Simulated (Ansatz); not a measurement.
Ca (fcc, Cu type)

```
Ca
1.0
    0.00000     2.78428     2.78428
    2.78428     0.00000     2.78428
    2.78428     2.78428     0.00000
Ca
1
Direct
  0.00000   0.00000   0.00000
```

Level of theory: r2SCAN (plane waves to 500 eV, PAW, scalar-relativistic; Ansatz, an electronic-structure program). DFPT wavenumbers on a 14×14×14 k mesh, in cm⁻¹ and rounded to 5; i marks imaginary ones, q is in fractions of the reciprocal vectors of the cell shown, and the three acoustic modes at Γ are left out. Ca was relaxed with its symmetry unable to fall. The PAW data are Ansatz's earlier set.

### Question
Is the structure dynamically stable at L = (0.5, 0.0, 0.0), X = (0.5, 0.5, 0.0)?

### Answer
No imaginary mode at these points (lowest 75 cm⁻¹ at L = (0.5, 0.0, 0.0)); other wave vectors were not tested.

### Question
Predict the phonon wavenumbers at L = (0.5, 0.0, 0.0), X = (0.5, 0.5, 0.0).

### Answer
| q | wavenumbers (cm⁻¹) |
|---|---|
| L = (0.5, 0.0, 0.0) | 75 (×2), 160 |
| X = (0.5, 0.5, 0.0) | 130 (×2), 170 |
